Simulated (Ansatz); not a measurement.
A plane-wave DFT run in Ansatz 0.2.0 (scalar-relativistic PAW potentials unless the input names others): input and command.

```yaml
crystal:
  lattice:
    - [-2.2154901309, 2.2154901309, 4.9473298483]
    - [2.2154901309, -2.2154901309, 4.9473298483]
    - [2.2154901309, 2.2154901309, -4.9473298483]
  atoms:
    - { symbol: Sr, position: [0.9988417945, 0.9988417945, 0.0] }
    - { symbol: Si, position: [0.3781568718, 0.3781568718, 0.0] }
    - { symbol: Si, position: [0.2559561485, 0.7559561485, 0.5] }
    - { symbol: Si, position: [0.7559561485, 0.2559561485, 0.5] }
    - { symbol: Au, position: [0.6335900468, 0.6335900468, 0.0] }
basis:
  ecutwfc: 500
kpoints:
  mp_grid: { grid: [12, 12, 12] }
hamiltonian:
  xc: r2scan
scf:
  occupations: { method: gaussian, width: 0.1 }
  convergence: { dr2_threshold: 1.0e-11 }
  mixing: { preconditioner: none }
output:
  forces: true
  eigenvalues: true
  stress: true
```

```bash
ansatz run input.yaml --threads 1 --pin off --max-ram 2560MiB --backend cpu --events-out ev --progress --plain --runs-dir out
```

Abridged log:
```
Basis set: ecut = 500 eV, 2503 PW (Γ), exchange–correlation on 180×180×180 points (64 copies of the dense FFT grid, shifted against one another)
Bands: 26, of which v1, the nominal top of the filled ones, is band 21 counted from 1 (20 counted from 0)
Symmetry: 8 space group operations
k-points: 163 of 1728 (time reversal used)
SCF iter   1: F=—  HF=-18637.632886 eV  |F-HF|=—  |Δ(HF+E_count)|=         —  Δρ=7.55e-3  dr2=9.81e-2  dr2_τ=3.77e-2  ethr=1.77e-3  ⟨swp⟩=8.0  Hψ=23973  notcnv=0
SCF iter   2: F=—  HF=-18637.730132 eV  |F-HF|=—  |Δ(HF+E_count)|=   9.72e-2  Δρ=7.78e-3  dr2=9.07e-2  dr2_τ=1.27e-2  ethr=2.39e-4  ⟨swp⟩=3.5  Hψ=9714  notcnv=0  defer=171
SCF iter   3: F=—  HF=-18637.711689 eV  |F-HF|=—  |Δ(HF+E_count)|=   1.84e-2  Δρ=2.29e-3  dr2=3.91e-3  dr2_τ=1.70e-4  ethr=2.21e-4  ⟨swp⟩=2.0  Hψ=6260  notcnv=0  defer=171
SCF iter   4: F=—  HF=-18637.712541 eV  |F-HF|=—  |Δ(HF+E_count)|=   8.52e-4  Δρ=4.98e-4  dr2=7.03e-4  dr2_τ=1.39e-5  ethr=9.53e-6  ⟨swp⟩=2.3  Hψ=7579  notcnv=0  defer=171
SCF iter   5: F=—  HF=-18637.712394 eV  |F-HF|=—  |Δ(HF+E_count)|=   1.47e-4  Δρ=1.69e-4  dr2=2.59e-5  dr2_τ=2.85e-6  ethr=1.72e-6  ⟨swp⟩=2.0  Hψ=5923  notcnv=0  defer=171
SCF iter   6: F=—  HF=-18637.712390 eV  |F-HF|=—  |Δ(HF+E_count)|=   4.06e-6  Δρ=6.76e-5  dr2=2.50e-6  dr2_τ=6.00e-7  ethr=6.31e-8  ⟨swp⟩=2.5  Hψ=6858  notcnv=0  defer=171
SCF iter   7: F=—  HF=-18637.712326 eV  |F-HF|=—  |Δ(HF+E_count)|=   6.37e-5  Δρ=2.42e-5  dr2=3.31e-7  dr2_τ=5.03e-8  ethr=6.10e-9  ⟨swp⟩=2.0  Hψ=6203  notcnv=0  defer=171
SCF iter   8: F=—  HF=-18637.712326 eV  |F-HF|=—  |Δ(HF+E_count)|=   2.73e-7  Δρ=6.82e-6  dr2=2.24e-8  dr2_τ=3.28e-9  ethr=8.06e-10  ⟨swp⟩=2.0  Hψ=6187  notcnv=0  defer=171
SCF iter   9: F=—  HF=-18637.712326 eV  |F-HF|=—  |Δ(HF+E_count)|=   2.79e-8  Δρ=1.61e-6  dr2=1.45e-9  dr2_τ=1.03e-10  ethr=5.46e-11  ⟨swp⟩=2.0  Hψ=7118  notcnv=0  defer=171
SCF iter  10: F=—  HF=-18637.712326 eV  |F-HF|=—  |Δ(HF+E_count)|=   1.45e-9  Δρ=3.54e-7  dr2=1.53e-10  dr2_τ=1.38e-11  ethr=3.53e-12  ⟨swp⟩=2.0  Hψ=6599  notcnv=0  defer=171
SCF iter  11: F=-18637.712326 eV  HF=-18637.712326 eV  |F-HF|=7.28e-12  |Δ(HF+E_count)|=  1.82e-11  Δρ=8.07e-8  dr2=5.40e-12  dr2_τ=4.23e-13  ethr=1.00e-12  ⟨swp⟩=11.2  Hψ=26878  notcnv=0
SCF 1 converged in 11 iterations: F = -18637.712326 eV  dr2 = 5.40e-12
SCF converged after 11 iterations
Free energy (F): -18637.712326 eV
Harris-Foulkes:  -18637.712326 eV  (|F-HF|=7.28e-12)
Internal energy: -18637.704893 eV  (E = F + TS)
E sigma→0 (E₀):  -18637.708610 eV
Entropy (-TS):   -0.007433 eV (-1.487 meV/atom)
Fermi energy:    11.340190 eV
--- Forces (eV/Å), atoms counted from 1 ---
  atom   1  Sr     0.00000000     0.00000000     0.00432377
  atom   2  Si     0.00000000     0.00000000    -0.00489046
  atom   3  Si     0.00000000     0.00000000    -0.00229257
  atom   4  Si     0.00000000     0.00000000    -0.00229257
  atom   5  Au     0.00000000     0.00000000     0.00515214
--- Stress (GPa, compression-positive) ---
       -0.003319       0.000000       0.000000
        0.000000      -0.003319       0.000000
        0.000000       0.000000       0.000653
  P = ⅓ Tr σ = -0.0020 GPa (-0.020 kbar)
```

Apart from outputs, empty bands and the relaxation, which only the reference makes, the input differs from a reference run on usual settings in scf.convergence.dr2_threshold: not typed → 1e-11; scf.mixing.preconditioner: not typed → "none". The reference, at the same geometry, ended its own course with pressure 0.00 GPa, largest force 0.005 eV/Å, no gap on the mesh. This run converged in 11 SCF iterations with an energy at zero smearing within 0.01 meV/atom of the reference's, pressure 0.00 GPa, largest force 0.005 eV/Å, no gap on the mesh.

Time: 2.1 min on 1 thread of Arm Neoverse V1, on a shared host, peak memory 0.89 GiB.